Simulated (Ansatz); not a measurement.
# ⁹⁷Mo nuclear quadrupole resonance in SiMo3

Cell: an entry of the Crystallography Open Database (COD), whose atoms a relaxation with PBE at fixed cell left in place.

```
CELL_PARAMETERS angstrom
4.88900 0.00000 0.00000
0.00000 4.88900 0.00000
0.00000 0.00000 4.88900
ATOMIC_POSITIONS crystal
Si 0.00000 0.00000 0.00000
Si 0.50000 0.50000 0.50000
Mo 0.25000 0.00000 0.50000
Mo 0.50000 0.75000 0.00000
Mo 0.75000 0.00000 0.50000
Mo 0.50000 0.25000 0.00000
Mo 0.00000 0.50000 0.75000
Mo 0.00000 0.50000 0.25000
```

Atoms are numbered from 1 in the order listed; like atoms form one site, named after its first atom.

Method: Kohn–Sham DFT in Ansatz, PBE, plane waves and PAW, scalar-relativistic, 420 eV cutoff, Γ-centred 7×7×7 k-points, Fermi–Dirac smearing 0.05 eV.

⁹⁷Mo: I = 5/2, Q = 255.0 mb (year-2017 value). Static lattice, zero field.

Task: The simulated lines lie at 4.46, 8.92 MHz. What are |C_Q|, η and |V_zz| at Mo?

Result: For I = 5/2 and η = 0 the lines are 3|C_Q|/20 and twice that; η pulls their ratio below 2. Here |C_Q| = 29.7 MHz, η = 0.00 and |V_zz| = 4.82 × 10²¹ V/m². The calculation gives V_zz positive; the lines don't show the sign. The site has 10 Mo at 2.44–2.99 Å, 4 Si at 2.73 Å.

An axis of threefold or higher order runs through Mo, so V_zz lies along it and η is zero.

The run finds no gap above 0.1 eV (a metal, or nearly one), so the gradients can move by 10 % or more with the k-mesh. Without spin–orbit coupling (the program notes it for Mo) the gradients can shift somewhat, as the gap is small.
